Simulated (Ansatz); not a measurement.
Input:

Hf:
```cif
data_Hf2
_chemical_formula_sum 'Hf2'
_space_group_name_H-M_alt 'P 1'
_space_group_IT_number 1
_cell_length_a 4.62450
_cell_length_b 4.62450
_cell_length_c 4.62450
_cell_angle_alpha 60.000
_cell_angle_beta 60.000
_cell_angle_gamma 60.000
loop_
_space_group_symop_operation_xyz
  'x, y, z'
loop_
_atom_site_label
_atom_site_type_symbol
_atom_site_fract_x
_atom_site_fract_y
_atom_site_fract_z
_atom_site_occupancy
Hf1 Hf 0.00000 0.00000 0.00000 1
Hf2 Hf 0.25000 0.25000 0.25000 1
```

This is the PBE-relaxed structure.

Task: All from DFT-PBE in the program Ansatz with PAW potentials, unless another level is named. Estimate the density of states at the Fermi level.

Result: 2.6 states/eV per atom (mean over ±0.08 eV).

Task: Next, the gap with spin–orbit coupling?

Result: none (metallic).

Space group Fd-3m (diamond). The start of the workflow was typed in or built on a structure type; neither database checked (COD, Materials Project) lists it. It is not the phase usual at ambient conditions (space group No. 194). The cell was relaxed with PBE under the symmetry of its start; whether a distortion lowers the energy is not shown. The run is not spin-polarised. Spin–orbit coupling is left out wherever it is not named.

Potentials: the earlier of the program's two PAW sets.
